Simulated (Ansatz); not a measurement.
In plane-wave PAW LDA (Ansatz code), Ti$_{3}$Al in the hexagonal phase (P6_3/mmc; Al on 2c, Ti on 6h) relaxes to a = 5.616 Å, c = 4.566 Å. Al has 12 nearest neighbours from 2.78 Å (anticuboctahedral); Ti has 12 nearest neighbours from 2.76 Å (anticuboctahedral). Against the elements it lies at -0.28 eV/atom, with no fitted shifts.

Electronic character: metallic (no gap).

An equation-of-state fit gives a bulk modulus of 1290 kbar. The relaxed-ion elastic constants in GPa are C11 = 202, C12 = 101, C13 = 76.3, C33 = 251, C44 = 54.6. The elastic constants imply a Debye temperature near 474 K. The highest mode at Γ lies at 329 cm^-1.

The measured cell (COD 1545054, doi:10.3390/met6070165; 300 K, pressure taken as ambient) has 16.72 Å³ per atom; the computed volume differs by -6.8 %, which includes thermal expansion and zero-point motion, and at this size may mean another phase or pressure.

The LDA relaxation kept the symmetry of its start. The run is not spin-polarised. As this level gives no gap, shear constants depend on the k-mesh and smearing (Fermi–Dirac, 0.1 eV here). As this level gives no gap, phonon frequencies hold no LO–TO term and depend on the k-mesh and smearing (Fermi–Dirac, 0.1 eV here). Axis ratios of metals converge slowly with the k-mesh, so a and c are less sure than the volume. The references are the lowest solids computed at this level, not always the standard phases.

Potentials: the later of the program's two PAW sets.
